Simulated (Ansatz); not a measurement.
GaCuBr$_{4}$:
```
GaCuBr4
1.0
    5.46402     0.00000     0.00000
    0.00000     5.46402     0.00000
    0.00000     0.00000    10.48751
Ga Cu Br
2 2 8
Direct
  0.00000   0.50000   0.25000
  0.50000   0.00000   0.75000
  0.00000   0.00000   0.00000
  0.00000   0.00000   0.50000
  0.25655   0.25883   0.12331
  0.25883   0.74345   0.87669
  0.74345   0.74117   0.12331
  0.74117   0.25655   0.87669
  0.25655   0.74117   0.37669
  0.25883   0.25655   0.62331
  0.74345   0.25883   0.37669
  0.74117   0.74345   0.62331
```

Relaxed with LDA. Special points in fractions of this cell's reciprocal vectors: Γ (0.000, 0.000, 0.000); X (0.000, 0.500, 0.000); M (0.500, 0.500, 0.000); Z (0.000, 0.000, 0.500); R (0.000, 0.500, 0.500); A (0.500, 0.500, 0.500).

### Question
List the band energies nearest the valence-band maximum at these points for the program Ansatz at the LDA level (PAW).

### Answer
In eV from the valence-band maximum; about four levels below and three above (degenerate sets whole), none deeper than 8.9 eV; points with the same levels are listed once.

| k | below | above |
|---|---|---|
| Γ | -0.35 -0.35 -0.11 -0.11 -0.02 | 1.63 2.32 3.62 |
| X | -0.35 -0.29 -0.24 -0.17 | 2.74 2.89 4.29 |
| M | -0.25 -0.25 -0.17 -0.17 0.00 | 2.12 2.12 3.60 |
| Z | -0.23 -0.23 -0.22 -0.22 | 2.20 2.20 3.96 3.96 |
| R | -0.40 -0.34 -0.21 -0.21 | 2.78 2.90 4.64 |
| A | -0.25 -0.25 -0.17 -0.17 | 2.22 2.22 4.42 4.42 |

Space group P-42c. The first step of the workflow began from a Materials Project structure, measured or hypothetical; the Crystallography Open Database copy checked does not list it. Its standing as an ambient phase is unchecked. The LDA relaxation kept the symmetry of its start; phonons on a q-mesh show no instability. The run is not spin-polarised. Scalar-relativistic: spin–orbit coupling is off unless named, which matters more the heavier the elements.

Potentials: the later of the program's two PAW sets.
